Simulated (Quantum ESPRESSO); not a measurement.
## Band energies of SnS2 monolayer

```
SnS2
1.0
    3.66511     0.00000     0.00000
   -1.83255     3.17408     0.00000
    0.00000     0.00000    15.90000
S Sn
2 1
Cartesian
  1.83255   1.05803  -1.48379
  0.00000   2.11605   1.48379
  0.00000   0.00000   0.00000
```

PBE (stringent potentials; pw.x of Quantum ESPRESSO, ONCV potentials, no spin-orbit coupling); path ΓMKΓ; energies in eV from the valence-band maximum.

```
k (1/Å)  point  band 13  band 14  band 15  band 16  band 17  band 18  band 19  band 20
-------  -----  -------  -------  -------  -------  -------  -------  -------  -------
0.00         Γ    -0.85    -0.46    -0.46    -0.09    -0.09     2.44     3.87     5.47
0.22              -1.37    -0.82    -0.79    -0.59     0.00     2.87     4.47     5.34
0.44              -2.72    -1.51    -1.40    -0.64    -0.04     2.76     4.88     6.13
0.66              -3.67    -2.01    -1.89    -0.52    -0.16     2.09     4.96     6.23
0.88              -4.22    -2.16    -2.03    -0.50    -0.25     1.63     4.82     6.21
0.99         M    -4.30    -2.20    -2.02    -0.51    -0.26     1.57     4.80     6.32
1.10              -4.26    -2.39    -2.05    -0.49    -0.38     1.75     5.02     6.40
1.33              -3.95    -3.20    -2.48    -0.77    -0.48     2.48     6.01     6.11
1.56         K    -3.53    -3.53    -3.12    -0.65    -0.65     2.66     6.14     6.14
1.75              -3.78    -3.34    -2.63    -0.90    -0.41     2.67     5.85     6.34
1.94              -3.66    -3.00    -1.92    -1.03    -0.29     2.75     5.67     6.35
2.13              -3.03    -2.65    -1.26    -0.80    -0.34     2.90     5.60     5.96
2.32              -2.04    -2.03    -0.82    -0.43    -0.38     3.03     5.15     5.42
2.51              -1.10    -0.97    -0.78    -0.28    -0.10     2.80     4.39     5.29
2.70         Γ    -0.85    -0.46    -0.46    -0.09    -0.09     2.44     3.87     5.47
```

The PBE gap is indirect, 1.57 eV, from 33 % of the way from Γ to M to M; the smallest direct gap is 1.83 eV. The valence-band maximum lies 6.77 eV below the vacuum level.

Spin-orbit splittings are left out.

Geometry relaxed with PBE+D3(BJ).
